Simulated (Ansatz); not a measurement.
Si₂W, first-principles data

Si₂W:
```yaml
crystal:
  lattice:
    - [4.57659, 0.00000, 0.00000]
    - [-2.28829, 3.96344, 0.00000]
    - [0.00000, 0.00000, 6.60374]
  atoms:
    - { symbol: Si, position: [0.83619, 0.67238, 0.50000] }
    - { symbol: Si, position: [0.16381, 0.83619, 0.83333] }
    - { symbol: Si, position: [0.32762, 0.16381, 0.16667] }
    - { symbol: Si, position: [0.16381, 0.32762, 0.50000] }
    - { symbol: Si, position: [0.83619, 0.16381, 0.83333] }
    - { symbol: Si, position: [0.67238, 0.83619, 0.16667] }
    - { symbol: W, position: [0.00000, 0.50000, 0.16667] }
    - { symbol: W, position: [0.50000, 0.00000, 0.50000] }
    - { symbol: W, position: [0.50000, 0.50000, 0.83333] }
```

Space group P6_222 (No. 180); conventional cell a = b = 4.5766 Å, c = 6.6037 Å, α = β = 90.00°, γ = 120.00°.

Method: PBEsol in the plane-wave PAW code Ansatz. Structure relaxed to zero pressure with the same functional. Other levels are named where they apply.

Cell and energy:

```
Property                                                      Result
-----------------------------------------------------  -------------
Volume per atom                                             13.31 Å³
Density                                                   9.98 g/cm³
Formation energy from the elements (no fitted shifts)  -0.38 eV/atom
```

Electronic structure:

```
Property                                                                                                    Value
------------------------------------  ---------------------------------------------------------------------------
Electronic character                  no gap, with almost no states at the Fermi level (zero-gap or semimetallic)
Density of states at the Fermi level                                 0.00 states/eV per atom (mean over ±0.08 eV)
Gap with spin–orbit coupling                                                                      none (metallic)
```

Mechanics:

```
Property                                                                                       Value
--------------------------------------------  ------------------------------------------------------
Bulk modulus (Birch–Murnaghan fit)                                                           234 GPa
Pressure derivative B′                                                                           4.4
Elastic constants (relaxed ions, GPa)         C11 = 452, C12 = 86.9, C13 = 149, C33 = 441, C44 = 145
Mechanical stability                                          stable (all eigenvalues of C positive)
Hill bulk and shear moduli                                                           235 and 157 GPa
Young's modulus                                                                              386 GPa
Poisson's ratio                                                                                 0.23
Debye temperature from the elastic constants                                                   552 K
```

Phonons:

```
Quantity                                        Value
-----------------------------  ----------------------
Highest zone-centre frequency                419 cm⁻¹
Zone-centre stability          no imaginary mode at Γ
```

The workflow started from a Materials Project entry (that database holds measured and hypothetical structures alike); the Crystallography Open Database copy checked does not list it. It is not the phase usual at ambient conditions (space group No. 139). Symmetry was held in the PBEsol relaxation. The run is not spin-polarised. As this level gives no gap, shear constants depend on the k-mesh and smearing (Fermi–Dirac, 0.1 eV here). As this level gives no gap, phonon frequencies hold no LO–TO term and depend on the k-mesh and smearing (Fermi–Dirac, 0.1 eV here). The references are the lowest solids computed at this level, not always the standard phases. Spin–orbit coupling is left out wherever it is not named.

Potentials: the earlier of the program's two PAW sets. The files were generated under PBE; for other functionals the program regenerates the frozen cores, and for LDA and PBEsol the local potential too.
